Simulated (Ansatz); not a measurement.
**Notes on LaCo2B2**

```yaml
crystal:
  lattice:
    - [0.00000, 3.64806, 0.00000]
    - [3.64806, 0.00000, 0.00000]
    - [1.82403, 1.82403, -5.15312]
  atoms:
    - { symbol: La, position: [0.00000, 0.00000, 0.00000] }
    - { symbol: Co, position: [0.75000, 0.25000, 0.50000] }
    - { symbol: Co, position: [0.25000, 0.75000, 0.50000] }
    - { symbol: B, position: [0.37500, 0.37500, 0.25000] }
    - { symbol: B, position: [0.62500, 0.62500, 0.75000] }
```

The numbers come from plane-wave PAW DFT (Ansatz): r2SCAN, no spin polarisation, 500 eV, 7×7×7 Γ-centred k points, cold occupations (width 0.0252 eV). Nothing was relaxed.

- Charges: Bader charges in e: La +1.56, Co -0.02, B -0.76. In the mean La gives up most and B takes most.
- Forces: The largest is on B4 (and as large on other atoms): 3.13 eV/Å, components (0.00, 0.00, -3.13). It makes 55° with the line to a nearest neighbour, Co2 at 2.23 Å.
- Formation energy: -0.06 eV an atom against the elements' usual phases (free molecules for gases, crystals otherwise, with no correction for O₂ or N₂), so it is bound against them; other compounds may still compete. Relaxing would lower it.
- Electronic structure: It is a metal, with about 4 states/eV a cell as the mean within 0.25 eV of the Fermi level, mostly Co d (70 %) and B p (13 %).

Origin: a database entry at a rescaled volume. Caveats: no spin polarisation, so a magnetic state may lie lower; forces this large suggest misplaced atoms in the database entry; atoms or cell far from equilibrium; f levels without a U or exact exchange are poorly placed.
